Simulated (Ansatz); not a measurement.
**Find the missing element**

Cell vectors (Å):

```
0.0000 2.6771 2.6771
2.6771 0.0000 2.6771
2.6771 2.6771 0.0000
```

```json
{"atom": "X", "a": "0.0000", "b": "0.0000", "c": "0.0000"}
{"atom": "Cl", "a": "0.5000", "b": "0.5000", "c": "0.5000"}
```

The calculation used LDA, PAW on Ansatz 0.2.0's default frozen-core files (fitted under PBE), scalar-relativistic. k mesh 8×8×8, strains of ±0.003, fixed occupations.

Elastic constants of a crystal by Kohn-Sham DFT: slopes of the stress over finite engineering strains of the given cell, Voigt indices, Cartesian axes as in the cell vectors.

| index | elastic (GPa) |
| --- | --- |
| 11 | 97.6 |
| 12 | 55.4 |
| 44 | 4.5 |

**Question.** All X atoms are one element. Which one was computed?

**Answer.** Ag; the crystal is AgCl (Fm-3m).

Limits of these numbers: frozen-core PAW files fitted under PBE, their cores solved anew for the functional of the run.
